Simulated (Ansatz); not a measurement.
Ti:
```cif
data_Ti2
_chemical_formula_sum 'Ti2'
_space_group_name_H-M_alt 'P63/mmc'
_space_group_IT_number 194
_space_group_name_Hall '-P 6c 2c'
_cell_length_a 2.93934
_cell_length_b 2.93934
_cell_length_c 4.64815
_cell_angle_alpha 90.000
_cell_angle_beta 90.000
_cell_angle_gamma 120.000
loop_
_atom_site_label
_atom_site_type_symbol
_atom_site_symmetry_multiplicity
_atom_site_Wyckoff_symbol
_atom_site_fract_x
_atom_site_fract_y
_atom_site_fract_z
_atom_site_occupancy
Ti1 Ti 2 d 0.66667 0.33333 0.25000 1
```

Relaxed at zero pressure with PBE in the plane-wave PAW code Ansatz.

Task: The volume is lowered by 6 % and shape and atoms relax at that volume. What pressure results, and how do the axes share the change?

Result: 7.7 GPa; a -2.1 %, b -2.1 %, c -2.0 %; the energy rises by 24 meV/atom.

Task: Give the new structure.

Result: 
Space group P6₃/mmc (No. 194); a = b = 2.8787 Å, c = 4.5553 Å, α = β = 90.00°, γ = 120.00°

```json
[
 {"atom": "Ti", "site": "2d", "symmetry": "-6m2", "x": "0.6667", "y": "0.3333", "z": "0.2500"}
]
```

The phase is kept; no other phase was compared at this pressure.

Space group P6_3/mmc (hcp (Mg type)). The PBE relaxation kept the symmetry of its start. No spin polarisation was allowed. Axis ratios of metals converge slowly with the k-mesh, so a and c are less sure than the volume.

Potentials: the later of the program's two PAW sets.
